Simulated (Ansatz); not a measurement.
WO$_{3}$ (ReO3 type, Pm-3m) under volume change, PBEsol in the plane-wave PAW code Ansatz, scaled uniformly.

| V (Å³/atom) | E − E(relaxed) (meV/atom) | P (GPa) |
|---|---|---|
| 12.477 | 101.7 | 28.78 |
| 12.888 | 42.6 | 17.57 |
| 13.299 | 10.1 | 8.07 |
| 13.711 | 0.0 | 0.00 |
| 14.122 | 9.0 | -6.84 |
| 14.533 | 34.2 | -12.63 |
| 14.945 | 73.1 | -17.53 |

**Question.** What does a third-order Birch–Murnaghan fit give for V₀, B₀ and B′?

**Answer.** V₀ = 13.71 Å³/atom, B₀ = 247 GPa, B′ = 4.5.

The workflow started from a Materials Project entry (that database holds measured and hypothetical structures alike); the Crystallography Open Database copy checked does not list it. COD files the formula under space group No. 2, 14, 62, 129, 130, 191, so this cell is another polymorph or a model. Whether it is the stable phase at ambient conditions was not checked. Symmetry was held in the PBEsol relaxation; its stability against distortions is not shown here. No spin polarisation was allowed. No Hubbard U is applied. Spin–orbit coupling is left out wherever it is not named.

Potentials: the later of the program's two PAW sets.
